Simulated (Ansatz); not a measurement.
**A film clamped to a substrate in Ti₄O₅**

Level of theory: DFT PBEsol, scalar-relativistic, plane waves, PAW in Ansatz 0.2.0. Cutoff 420 eV, Γ-centred 12×12×12 k-points, Gaussian smearing of 0.15 eV. No spin polarisation. Energies are free energies at this smearing, counted from the undisturbed cell; pressure is positive in compression.

Reference structure (relaxed at this level; it needn't be the usual structure):

```
Ti O
1.0
    -3.27198    3.27198    2.06155
     3.27198   -3.27198    2.06155
     3.27198    3.27198   -2.06155
Ti O
4 5
Direct
  0.60705 0.21536 0.82241
  0.21536 0.39295 0.60831
  0.78464 0.60705 0.39169
  0.39295 0.78464 0.17759
  0.90809 0.30756 0.21565
  0.30756 0.09191 0.39947
  0.69244 0.90809 0.60053
  0.09191 0.69244 0.78435
  0.50000 0.50000 0.00000
```

The cell (9 atoms, V0 = 88.28 Å³) is strained by p along both x and y and by q along z, fractional coordinates fixed. τp = (1/V0) ∂E/∂p = (σxx + σyy)(1 + p)(1 + q) and τq = (1/V0) ∂E/∂q = σzz(1 + p)², with tension positive.

```csv
p,q,ΔE (meV/atom),τp (GPa),τq (GPa)
0.000,0.000,0.00,-0.03,-0.04
-0.050,0.000,121.73,-87.10,-9.47
0.050,0.000,83.41,49.52,9.49
0.000,-0.050,50.29,-10.45,-35.93
0.000,0.050,33.87,8.70,20.02
```

Problem. Get the second derivatives of the energy density.

Solution. Central differences give A = ∂τp/∂p = 1366 GPa (C11 + C22 + 2 C12), C = ∂τq/∂q = 560 GPa (C33) and the cross term B = ∂τq/∂p = 190 GPa (C13 + C23); ∂τp/∂q = 192 GPa must equal B, and any difference shows higher-order terms. Steps this large leave an error of some per cent of A or C in all of these, which can swamp a small B. The ions are clamped.

Problem. A film of this crystal grows with z along the normal on a substrate that imposes p. How does its thickness respond, and what does the misfit cost?

Solution. Count p and q from the stress-free cell. A free surface needs τq = 0, so q = −(B/C) p = -0.34 p. The energy density left is (A − B²/C) p²/2 = M p², with the biaxial modulus M = 651 GPa; a misfit of 1 % costs 3.99 meV/atom, against 4.18 meV/atom if the thickness were held.

At p = -0.050 the energies along q are 202.9 (q = -0.050), 148.0 (q = -0.025), 121.7 (q = 0.000), 117.0 (q = 0.025), 128.5 (q = 0.050) meV/atom.

Problem. Does the linear rule hold at this misfit?

Solution. A parabola through the lowest point and its neighbours has its minimum at q = 0.020, 116.7 meV/atom. With the stress left in the starting cell, τp0 and τq0, linear elasticity gives q = −(τq0 + Bp)/C = 0.017 and E = V0(τp0 p + τq0 q + Ap²/2 + Bpq + Cq²/2)/N = 99.7 meV/atom. The energies differ by more than a tenth, so the quadratic law fails here: the gap holds the anharmonic part, with some error from the wide steps. Cubic terms also shift the vertex of so wide a parabola.

Forces appear on the atoms along this scan, and letting them relax would lower the energy and soften the response. No gap shows at this level, though a semilocal functional can close a small gap that the real compound has; without a gap these slopes depend on the k mesh and the smearing.